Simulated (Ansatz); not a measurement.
Suppose Nb3As2 takes space group R-3m (No. 166), with Nb on 9e; As on 6c.

Method: DFT PBE, scalar-relativistic, plane waves, PAW in Ansatz. Cutoff 420 eV, Γ-centred mesh, Gaussian smearing, no spin polarisation.

Energies over the elements count from the elements' standard structures at the same level, with no fitted energy shifts.

Question: Which cell and coordinates does it relax to?

Answer:

Space group R-3m:H (No. 166). a = 5.493 Å, b = 5.493 Å, c = 10.624 Å, α = 90.00°, β = 90.00°, γ = 120.00°
```tsv
atom	site	symmetry	x	y	z
Nb	9e	.2/m	0.1667	0.3333	0.3333
As	6c	3m	0.3333	0.6667	0.7922
```

Nb is surrounded by 2 As at 2.72 Å, 4 Nb at 2.75 Å and 4 As at 3.05 Å; As has 1 As at 2.67 Å, 3 Nb at 2.72 Å, 6 Nb at 3.05 Å and 3 As at 3.29 Å. Another local minimum with the same sites may exist.

Question: Where does its energy lie, and is it a metal?

Answer: The energy over the elements is +0.15 eV/atom and the gap on the 12×12×12 mesh of the 5-atom cell is 0 eV (a metal). It can't be a ground state, since the elements alone are lower.

The last run used Gaussian smearing of 0.10 eV. The reference form of As is held partly by dispersion forces, which this level lacks. Symmetry constrained the relaxation, so the result can be a saddle point.
